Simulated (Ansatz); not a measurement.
CsSnI3 (cubic perovskite)

```
CELL_PARAMETERS angstrom
      6.27133     0.00000     0.00000
      0.00000     6.27133     0.00000
      0.00000     0.00000     6.27133
ATOMIC_POSITIONS crystal
  Cs 0.00000 0.00000 0.00000
  Sn 0.50000 0.50000 0.50000
  I  0.00000 0.50000 0.50000
  I  0.50000 0.50000 0.00000
  I  0.50000 0.00000 0.50000
```

The volume is varied about the relaxed value V₀ at fixed cell shape. Symmetry pins the atoms to their sites.

These are PBE (plane waves to 420 eV, PAW, scalar-relativistic; Ansatz, an electronic-structure program) values and carry that method's errors. k mesh 6×6×6 (Γ-centred), Fermi-Dirac smearing 0.05 eV. E stands for the smeared free energy. Stress and pressure are positive under compression. On this mesh the relaxed cell isn't quite at rest: it carries a pressure of 0.1 GPa (compression positive) at the zero of the scan. CsSnI3 was relaxed with its symmetry unable to fall. Spin-orbit coupling is left out, though I is heavy. This is a high-temperature form of CsSnI3. The zero of ΔE is the relaxed starting cell.

```json
[
 {"V/V₀": "0.940", "ΔE (meV/atom)": "11.9", "P (GPa)": "1.24"},
 {"V/V₀": "0.952", "ΔE (meV/atom)": "___", "P (GPa)": "0.98"},
 {"V/V₀": "0.964", "ΔE (meV/atom)": "4.6", "P (GPa)": "0.74"},
 {"V/V₀": "0.976", "ΔE (meV/atom)": "___", "P (GPa)": "0.52"},
 {"V/V₀": "0.988", "ΔE (meV/atom)": "0.8", "P (GPa)": "0.31"},
 {"V/V₀": "1.000", "ΔE (meV/atom)": "0.0", "P (GPa)": "0.11"},
 {"V/V₀": "1.012", "ΔE (meV/atom)": "-0.1", "P (GPa)": "-0.08"},
 {"V/V₀": "1.024", "ΔE (meV/atom)": "0.6", "P (GPa)": "-0.25"},
 {"V/V₀": "1.036", "ΔE (meV/atom)": "1.8", "P (GPa)": "-0.41"},
 {"V/V₀": "1.048", "ΔE (meV/atom)": "3.6", "P (GPa)": "-0.56"},
 {"V/V₀": "1.060", "ΔE (meV/atom)": "5.9", "P (GPa)": "-0.70"}
]
```

### Question
Fill in the missing entries.

### Answer

- 0.952, ΔE (meV/atom): 7.8
- 0.976, ΔE (meV/atom): 2.3

(A scan under strain: stresses follow from slopes of the energy per volume, elastic moduli from its curvatures.)
